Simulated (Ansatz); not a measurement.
KF (rock salt, Fm-3m), PBEsol (plane waves, PAW; program Ansatz): ε∞ = 2.02, cell volume 37.36 Å³. Infrared-active transverse modes:

```csv
ω_TO (cm⁻¹),oscillator strength S_xx (e²/amu)
179.6,0.1020
```

Compute the static dielectric constant.

Each mode adds (4.921e7/V) S/ω²: 4.17. So ε0 = 6.19.

What LO frequency does the Lyddane–Sachs–Teller relation give?

ω_LO = ω_TO √(ε0/ε∞) = 314 cm⁻¹.

Symmetry was held in the PBEsol relaxation; of distortions, only those at the zone centre were tested.

Potentials: the later of the program's two PAW sets.
